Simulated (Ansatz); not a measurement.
**Zn5Se2S3 (I-4m2) at 2 levels of theory**

One geometry, relaxed with PBE; plane waves with PAW potentials in Ansatz, scalar-relativistic. No spin polarisation. Gaps are the least over mesh and band path; pressure is positive in compression.

Space group I-4m2 (No. 119). a = 3.932 Å, b = 3.932 Å, c = 27.775 Å, α = 90.00°, β = 90.00°, γ = 90.00°
| atom | site | symmetry | x | y | z |
| --- | --- | --- | --- | --- | --- |
| Zn | 2a | -4m2 | 0.0000 | 0.0000 | 0.0000 |
| Zn | 4e | 2mm. | 0.5000 | 0.5000 | 0.1065 |
| Zn | 4e | 2mm. | 0.0000 | 0.0000 | 0.2022 |
| Se | 4f | 2mm. | 0.0000 | 0.5000 | 0.0532 |
| S | 4f | 2mm. | 0.5000 | 0.0000 | 0.1544 |
| S | 2c | -4m2 | 0.0000 | 0.5000 | 0.2500 |

```csv
level,cutoff (eV),k mesh,gap (eV),pressure (GPa)
PBE,420,10×10×10,1.54,0.0
```

Question: What comes out on the same cell with r2SCAN?

Answer:
```
 level  cutoff (eV)    k mesh  gap (eV)  pressure (GPa)
r2SCAN          500  10×10×10      2.09            -2.2
```

It was reached by relaxing an invented guess, and it needn't be the stable form of this composition.
